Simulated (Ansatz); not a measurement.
AlN:
```yaml
crystal:
  lattice:
    - [0.00000, 2.18252, 2.18252]
    - [2.18252, 0.00000, 2.18252]
    - [2.18252, 2.18252, 0.00000]
  atoms:
    - { symbol: Al, position: [0.00000, 0.00000, 0.00000] }
    - { symbol: N, position: [0.25000, 0.25000, 0.25000] }
```

Relaxed with HSE06.

Give the Bader charges and basin volumes of the independent atoms, the program Ansatz at the HSE06 level (PAW).



```
atom  Bader charge (e)  Bader volume (Å³)
----  ----------------  -----------------
Al1              +2.47                3.8
N2               -2.47               17.0
```

Space group F-43m (zinc blende). The cell was relaxed with HSE06 under the symmetry of its start.

Potentials: the earlier of the program's two PAW sets. The files were generated under PBE; for other functionals the program regenerates the frozen cores, and for LDA and PBEsol the local potential too.
